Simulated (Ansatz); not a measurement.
## Fields on a plane of SiC (zinc blende)

```yaml
crystal:
  lattice:
    - [0.00000, 2.17817, 2.17817]
    - [2.17817, 0.00000, 2.17817]
    - [2.17817, 2.17817, 0.00000]
  atoms:
    - { symbol: C, position: [0.75000, 0.75000, 0.75000] }
    - { symbol: Si, position: [0.00000, 0.00000, 0.00000] }
```

The slice is a {111} plane (indices of the conventional cell) through the point (0.000, 0.000, 0.000) (fractional), spanned by u = [100] and v = [-1 2 0] in vectors of this cell: u (3.08 Å) and v (5.34 Å, at 90° to u). It covers one period; positions are fractions (u, v).

Atoms on it: Si at (0.00, 0.00); Si at (0.50, 0.50). Other atoms lie within 1 Å of the plane.

These are r2SCAN (plane waves to 500 eV, PAW, scalar-relativistic; Ansatz, a first-principles code) values and carry that method's errors. k mesh 13×13×13. These are valence fields of a PAW run, semicore shells included where kept as valence: close to a nucleus they are smooth pseudo fields. SiC was relaxed with its symmetry unable to fall.

```
|xxxxx =*#*= xxxx|
|xxxx .-----. xxx|
|xxx  :.xxx.:  xx|
|xx  :-xxxxx-:  x|
|  .=+=xxxxx=+=. |
|==*##+xxxxx*##*=|
|#%%@%#=xxx=#%@%%|
|@@@@%#+-:-+#%@@@|
|@@@%*=.   .=*%@@|
|@@%*:  xxx  :*%@|
|@@#-  xxxxx  -#@|
|@%*  xxxxxxx  *%|
|@%+ xxxxxxxxx +%|
|%#+ xxxxxxxxx +#|
|#*= xxxxxxxxx =*|
|---. xxxxxxx .--|
|xx.:  xxxxx  :.x|
|xxx-:  xxx  :-xx|
|xxx=+=.   .=+=xx|
|xxx*##*===*##+xx|
|xx=#%@%%#%%@%#=x|
|:-+#%@@@@@@@%#+-|
|  .=*%@@@@@%*=. |
|xx  :*%@@@%*:  x|
|xxx  -#@@@#-  xx|
|xxxx  *%@%*  xxx|
|xxxxx +%@%+ xxxx|
|xxxxx +#%#+ xxxx|
```
Scale: ten equal steps from 1.00 (start of ' ') to 9.52 (end of '@'), in the order ' .:-=+*#%@'. Values: electrostatic potential energy of an electron, from the cell's mean, in eV. The map has 16 points along u (one character each, u = 0 at the left) and 28 along v (v = 0 in the bottom row). Points within 0.8 Å of a nucleus are blanked (x), as the pseudised field means little there. Values under 1 eV are set to 1. The zero, the cell's mean, hangs on the PAW cores.

```
|    ..::----::......::----::..  |
|----::::::....::::::....::::::--|
|####++--::..::------::..::--++##|
|@@%%**--::..--==++==--..::--**%%|
|@@%%**--::::--==++==--::::--**%%|
|####++--::..::--==--::..::--++##|
|****==--::....::::::....::--==**|
|++++====--::::......::::--====++|
|++++++++====--::..::--====++++++|
|++++********++--::--++********++|
|++++**##%%%%**--::--**%%%%##**++|
|==++**%%@@@@**::..::**@@@@%%**++|
|----++##%%##==..  ..==##%%##++--|
|::::--++**++::      ::++**++--::|
|....::----::..      ..::----::..|
|::::....::::::------::::::....::|
|----::..::--++######++--::..::--|
|++==--..::--**%%@@%%**--::..--==|
|++==--::::--**%%@@%%**--::::--==|
|==--::..::--++######++--::..::--|
|::::....::--==******==--::....::|
|....::::--====++++++====--::::..|
|..::--====++++++++++++++====--::|
|::--++********++++++********++--|
|::--**%%%%##**++++++**##%%%%**--|
|..::**@@@@%%**++==++**%%@@@@**::|
|  ..==##%%##++------++##%%##==..|
|    ::++**++--::::::--++**++::  |
```
Scale: ten equal steps from 0.048 (start of ' ') to 0.191 (end of '@'), in the order ' .:-=+*#%@'. Values: density of the lowest conduction band (whole band as if filled, smooth part) in e/Å³. The map has 16 points along u (two characters each, u = 0 at the left) and 28 along v (v = 0 in the bottom row).
